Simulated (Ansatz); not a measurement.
Hf$_{3}$Ge$_{2}$ in space group P4/mbm (No. 127; Hf on 2a, Hf on 4h, Ge on 4g) at seven volumes, plane-wave PAW r²SCAN (Ansatz code), shape and atoms relaxed at each. One row is withheld.

```csv
V (Å³/atom),P (GPa)
17.062,15.89
17.625,9.77
18.187,4.53
18.750,0.00
19.312,?
19.874,-7.39
20.437,-10.32
```

Fit the shown pressures and predict the withheld one.

Third-order Birch–Murnaghan: P = (3/2)B₀(x^(7/2) − x^(5/2))[1 + (3/4)(B′ − 4)(x − 1)] with x = (V₀/V)^(2/3). Least squares on the six rows gives V₀ = 18.747 Å³/atom, B₀ = 141.0 GPa, B′ = 3.80. At V = 19.312, x = 0.9804 and P = -3.96 GPa. The run itself gave -3.97 GPa.

The workflow started from a Materials Project entry (that database holds measured and hypothetical structures alike); the Crystallography Open Database copy checked does not list it. Whether it is the stable phase at ambient conditions was not checked. Symmetry was held in the r²SCAN relaxation; whether a distortion lowers the energy is not shown. The run is not spin-polarised. Scalar-relativistic: spin–orbit coupling is off unless named, which matters more the heavier the elements.

Potentials: the later of the program's two PAW sets.
